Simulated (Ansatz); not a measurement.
NiO2:
```yaml
crystal:
  lattice:
    - [1.38584, 0.80012, 4.84013]
    - [-1.38584, 0.80012, 4.84013]
    - [0.00000, -1.60023, 4.84013]
  atoms:
    - { symbol: Ni, position: [0.00000, 0.00000, 0.00000] }
    - { symbol: O, position: [0.60192, 0.60192, 0.60192] }
    - { symbol: O, position: [0.39808, 0.39808, 0.39808] }
```

Relaxed with r²SCAN+D4.

Task: Map the electron localisation function on the plane through (0.000, 0.000, 0.000) spanned by u = [1, 0, 0] and v = [-1, 1, 1] in lattice vectors, from r²SCAN+D4 (plane waves, PAW; program Ansatz).

Result: x is the fraction of u, y of v (the angle between them is 52°; rows are the nearest grid lines); atoms in the plane: Ni at (0.00, 0.00), O at (0.20, 0.60), O at (0.80, 0.40).
```
y \ x   0.000  0.0800  0.200  0.280  0.360  0.440  0.560  0.640  0.720  0.800  0.920   1.00
------  -----  ------  -----  -----  -----  -----  -----  -----  -----  -----  -----  -----
1.00    0.727   0.470  0.120  0.047  0.017  0.005  0.005  0.017  0.047  0.120  0.470  0.727
0.931   0.432   0.519  0.191  0.073  0.029  0.012  0.002  0.005  0.020  0.065  0.308  0.432
0.862   0.148   0.176  0.238  0.087  0.041  0.017  0.004  0.002  0.006  0.024  0.104  0.148
0.759   0.676   0.798  0.436  0.116  0.042  0.019  0.008  0.006  0.003  0.012  0.343  0.676
0.690   0.788   0.822  0.769  0.613  0.122  0.031  0.037  0.062  0.046  0.006  0.380  0.788
0.621   0.734   0.876  0.272  0.718  0.526  0.076  0.220  0.446  0.487  0.188  0.041  0.734
0.552   0.143   0.840  0.720  0.591  0.754  0.205  0.384  0.727  0.805  0.775  0.028  0.143
0.448   0.143   0.028  0.775  0.805  0.727  0.384  0.205  0.754  0.591  0.720  0.840  0.143
0.379   0.734   0.041  0.188  0.487  0.446  0.220  0.076  0.526  0.718  0.272  0.876  0.734
0.310   0.788   0.380  0.006  0.046  0.062  0.037  0.031  0.122  0.613  0.769  0.822  0.788
0.241   0.676   0.343  0.012  0.003  0.006  0.008  0.019  0.042  0.116  0.436  0.798  0.676
0.138   0.148   0.104  0.024  0.006  0.002  0.004  0.017  0.041  0.087  0.238  0.176  0.148
0.0690  0.432   0.308  0.065  0.020  0.005  0.002  0.012  0.029  0.073  0.191  0.519  0.432
0.000   0.727   0.470  0.120  0.047  0.017  0.005  0.005  0.017  0.047  0.120  0.470  0.727
```

The density is the valence pseudo-density with augmentation charge, so density and ELF within about 1 Å of a nucleus are not all-electron values.

Space group R-3m. The first step of the workflow began from a Materials Project structure, measured or hypothetical; the Crystallography Open Database copy checked does not list it. COD files the formula under space group No. 12. Whether it is the stable phase at ambient conditions was not checked. Symmetry was held in the r²SCAN+D4 relaxation. At this level the phase is mechanically unstable. The run is not spin-polarised. No Hubbard U is applied.

Potentials: the later of the program's two PAW sets.
